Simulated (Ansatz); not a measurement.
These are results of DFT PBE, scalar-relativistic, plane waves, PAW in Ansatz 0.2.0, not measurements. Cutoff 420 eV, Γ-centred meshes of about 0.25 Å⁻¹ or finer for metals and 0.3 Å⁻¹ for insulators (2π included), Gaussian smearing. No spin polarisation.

All energies are static (0 K, no zero-point motion).

Compare these two cells of Ti₂TeAs₄, each relaxed at this level.

A.

```
CELL_PARAMETERS angstrom
3.66570 0.00000 0.00000
0.00000 3.66570 0.00000
0.00000 0.00000 10.44465
ATOMIC_POSITIONS crystal
Ti 0.50000 0.00000 0.30769
Ti 0.00000 0.50000 0.69231
Te 0.50000 0.50000 0.00000
As 0.50000 0.50000 0.50000
As 0.00000 0.00000 0.50000
As 0.50000 0.00000 0.77868
As 0.00000 0.50000 0.22132
```

B.

```
CELL_PARAMETERS angstrom
0.00000 5.54054 5.54054
5.54054 0.00000 5.54054
5.54054 5.54054 0.00000
ATOMIC_POSITIONS crystal
Ti 0.12500 0.12500 0.12500
Ti 0.12500 0.62500 0.12500
Ti 0.62500 0.12500 0.12500
Ti 0.12500 0.12500 0.62500
Te 0.50000 0.50000 0.50000
Te 0.75000 0.75000 0.75000
As 0.92557 0.35814 0.35814
As 0.35814 0.35814 0.92557
As 0.35814 0.92557 0.35814
As 0.35814 0.35814 0.35814
As 0.89186 0.32443 0.89186
As 0.89186 0.89186 0.32443
As 0.89186 0.89186 0.89186
As 0.32443 0.89186 0.89186
```

Question: Which form is favoured at zero pressure, and by what margin per atom?

Answer: A is lower, by 67 meV/atom. A has space group P-4m2 (No. 115), 20.0 Å³/atom and no gap on its mesh; B has the spinel type, space group Fd-3m (No. 227), 24.3 Å³/atom and no gap. Counting As atoms around Te and Ti (those within 1.25 times the shortest such distance or 1.15 times the sum of covalent radii), A has Ti 8, Te 4 and B has Ti 6, Te 4. A holds As–As nets (shortest 2.59 Å); in B the shortest As–As distance is 3.39 Å. The denser one is the lower, and pressure would at first widen the difference. In A, around Ti lie 8 As at 2.72–2.74 Å, 4 Ti at 3.67 Å and 2 Te at 3.70 Å; Te is surrounded by 4 As at 2.95 Å, 4 Te at 3.67 Å and 4 Ti at 3.70 Å; As on a site of symmetry -4m2 has 4 As at 2.59 Å and 4 Ti at 2.72 Å; 2 more sites not described. In B, around Ti lie 6 As at 2.60 Å; Te is surrounded by 4 As at 2.72 Å; As is surrounded by 3 Ti at 2.60 Å and 1 Te at 2.72 Å. Both come from trial cells of a structure search, whose lowest cell (P-1, 19.5 Å³/atom) lies 48 meV/atom below the lower of the two.

Spin–orbit coupling, which can matter for Te, is left out. The zero gap of Fd-3m may come from the functional, which often closes small gaps, or the cell may be a true semimetal. Trial moments fell under 0.15 μB along the way in P-4m2 and Fd-3m; another start might hold them. With atoms moved at random, A (by 48 meV/atom) fell into a lower structure. B had no clear such test and can be a saddle point. Some candidate types were left out of the draw beforehand, so a known form may be missing.
